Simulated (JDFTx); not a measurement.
```yaml
surface: Mo(211)
bulk: Mo, Im-3m, lattice of mp-129 (not re-optimised)
slab: 8 atoms in 8 planes, 1x1, 8.6 Å between the outermost planes
in-plane cell: 2.743 × 4.480 Å, 12.29 Å²
cell_height: 25.1 Å
sampling: 8×6×1 k mesh, Fermi smearing 0.01 Ha, no spin polarisation
```

Profiles through the double layer of this slab, charged, in CANDLE, water, 1 M KCl; PBE, GBRV ultrasoft potentials, plane waves to 20/100 Ha, JDFTx (a modified build). z is the height above the outermost atoms, φ the plane-averaged electrostatic potential energy of an electron (zero in the bulk liquid), ρ_b the bound charge of solvent and ions, s the cavity shape function (0 in the solid, 1 in the liquid).

```
z (Å)  n (e/Å³)     s  φ (eV)  ρ_b (10⁻³ e/Å³)
-----  --------  ----  ------  ---------------
1.03     0.0895  0.00  -3.265            -0.31
1.50     0.0209  0.00  -1.448            -7.90
1.96     0.0050  0.04  -0.325           -17.50
2.43     0.0012  0.24  -0.135            -2.86
2.89     0.0003  0.54  -0.097            -0.22
3.35     0.0001  0.82  -0.078            -0.09
3.82     0.0000  0.98  -0.066            -0.04
4.28     0.0000  1.00  -0.057            -0.03
4.75     0.0000  1.00  -0.049            -0.03
5.21     0.0000  1.00  -0.042            -0.02
5.68     0.0000  1.00  -0.036            -0.02
6.14     0.0000  1.00  -0.031            -0.02
6.61     0.0000  1.00  -0.026            -0.02
7.07     0.0000  1.00  -0.023            -0.01
7.54     0.0000  1.00  -0.019            -0.01
8.00     0.0000  1.00  -0.017            -0.01
```

Question: Is the electrode positively or negatively charged, and roughly by how much?

Answer: Positively: σ = 21.7 μC/cm² per face. The liquid's bound charge is of the opposite sign overall, and far from the surface φ decays with the screening length (3.0 Å).
